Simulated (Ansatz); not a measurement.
BeSe (zinc blende), conventional cell a = 5.178 Å, b = 5.178 Å, c = 5.178 Å, α = 90.00°, β = 90.00°, γ = 90.00°. The calculation uses the primitive cell of 2 atoms, to which meshes and values per cell refer.

The volume is varied about the relaxed value V₀ at fixed cell shape. Symmetry pins the atoms to their sites.

These are PBE (plane waves to 420 eV, PAW, scalar-relativistic; Ansatz, a first-principles code) values and carry that method's errors. k mesh 11×11×11 (Γ-centred), Fermi-Dirac smearing 0.05 eV. E stands for the smeared free energy. Stress and pressure are positive under compression. BeSe was relaxed with its symmetry unable to fall. ΔE is measured from the relaxed starting cell.

```json
[
 {"a (Å)": "4.8854", "ΔE (eV/atom)": "0.1380", "P (GPa)": "18.4"},
 {"a (Å)": "4.9467", "ΔE (eV/atom)": "0.0832", "P (GPa)": "13.4"},
 {"a (Å)": "5.0065", "ΔE (eV/atom)": "0.0441", "P (GPa)": "9.2"},
 {"a (Å)": "5.0649", "ΔE (eV/atom)": "0.0185", "P (GPa)": "5.6"},
 {"a (Å)": "5.1219", "ΔE (eV/atom)": "___", "P (GPa)": "2.6"},
 {"a (Å)": "5.1778", "ΔE (eV/atom)": "0.0000", "P (GPa)": "0.0"},
 {"a (Å)": "5.2324", "ΔE (eV/atom)": "___", "P (GPa)": "-2.2"},
 {"a (Å)": "5.2860", "ΔE (eV/atom)": "0.0151", "P (GPa)": "-4.1"},
 {"a (Å)": "5.3384", "ΔE (eV/atom)": "0.0323", "P (GPa)": "-5.8"},
 {"a (Å)": "5.3899", "ΔE (eV/atom)": "0.0547", "P (GPa)": "-7.2"},
 {"a (Å)": "5.4404", "ΔE (eV/atom)": "0.0816", "P (GPa)": "-8.3"}
]
```

Task: Complete the blanks.

Result: 
- 5.1219, ΔE (eV/atom): 0.0044
- 5.2324, ΔE (eV/atom): 0.0040

(Under strain, the slope of the energy per volume gives the stress and its curvature an elastic modulus.)
